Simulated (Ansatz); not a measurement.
Course of a relaxation: SnAs2

The cell of SnAs2 is invented: random cell by space group and Wyckoff sites (P6mm, No. 183). Its size is a rough estimate.

```cif
data_structure
_symmetry_space_group_name_H-M 'P 1'
_symmetry_Int_Tables_number 1
_cell_length_a 3.6616
_cell_length_b 3.6616
_cell_length_c 7.8312
_cell_angle_alpha 90.000
_cell_angle_beta 90.000
_cell_angle_gamma 120.000
_cell_volume 90.93
loop_
_atom_site_label
_atom_site_type_symbol
_atom_site_fract_x
_atom_site_fract_y
_atom_site_fract_z
_atom_site_occupancy
Sn1 Sn 0.00000 0.00000 0.18829 1
As1 As 0.33333 0.66667 0.27913 1
As2 As 0.66667 0.33333 0.27913 1
```

Level of theory: Ansatz 0.2.0, DFT PBE, scalar-relativistic, plane waves, PAW. Cutoff 420 eV, Gaussian smearing, Γ-centred meshes. Cell and atoms relax first on a coarse mesh and then on a finer one. In between, the cell is made exact in the group found at 0.06 Å. In metals the finer mesh still leaves noise of several meV/atom or more. The steps can't lower the symmetry of their start. No spin polarisation.

Steps on the 6×6×2 mesh (3 atoms, 28 steps). The free energy counts from the last step; some steps are skipped; the plane-wave basis is renewed at times, which shifts energy and pressure.

```
step  ΔF (meV/atom)  V (Å³/atom)  P (GPa)  largest force component (eV/Å)
   1         5404.1        30.31    88.00                          16.326
   2         2486.2        33.55    45.29                           9.951
   4          427.1        40.49    10.81                           2.047
   5          176.1        46.05     2.24                           0.060
   7          137.4        44.25     0.09                           0.056
   8          133.1        42.15     0.11                           0.033
  10          125.9        38.10     0.04                           0.082
  11          121.6        36.02     0.11                           0.147
  12          115.5        33.94     0.21                           0.239
  14           96.1        29.78     0.68                           0.498
  15           91.4        29.73    -1.29                           0.311
  17           57.3        25.53     0.83                           0.173
  18           55.1        23.75     2.76                           0.307
  19           48.6        25.00     0.68                           0.191
  21           42.3        24.87    -0.26                           0.134
  22           38.2        24.50     0.12                           0.025
  24           37.9        24.50     0.04                           0.004
  25            6.4        24.50     1.75                           0.004
  27            0.1        24.91     0.18                           0.003
  28            0.0        24.91     0.18                           0.003
```

The relaxed structure, after a last relaxation on the converged mesh:

```
Sn As
1.0
     4.66919    0.00000    0.00000
    -2.33459    4.04363    0.00000
     0.00000    0.00000    3.68818
Sn As
1 2
Cartesian
  0.0000 0.0000 1.8441
  0.0000 2.6958 0.0000
  2.3346 1.3479 0.0000
```

The symmetry goes from P6mm (No. 183) to P6/mmm (No. 191). The volume per atom shrinks by 23.4 %, from 30.3 to 23.2 Å³. The shortest distance goes from 2.11 Å (As–As) to 2.70 Å (As–As). The energy falls by about 5.5 eV/atom (the start's value is from the coarse mesh). The end is written in a standard setting, so origin, axes and order of atoms can differ from the start's. Sn is surrounded by 12 As at 3.27 Å and 2 Sn at 3.69 Å; As has 3 As at 2.70 Å and 6 Sn at 3.27 Å.

| Property | Result |
| --- | --- |
| Volume per atom | 23.21 Å³ |
| Density | 6.40 g/cm³ |
| Formation energy | +0.27 eV/atom |
| Gap on the 12×12×12 mesh of the 3-atom cell | 0 eV (a metal) |

The zero of energy is the elements' standard structures at the same level; no fitted shifts are applied. The references include grey tin.

The last run used Gaussian smearing of 0.10 eV. The reference form of As is held partly by dispersion forces, which this level lacks. A structure relaxed within its symmetry needn't be a true minimum. In all, the 5 runs took 3.3 min on 1 thread of Arm Neoverse V1, with other jobs on the host. Another cell of SnAs2 relaxed alike, in R-3m, lies 102 meV/atom lower, so this cell isn't the stable form at this level.
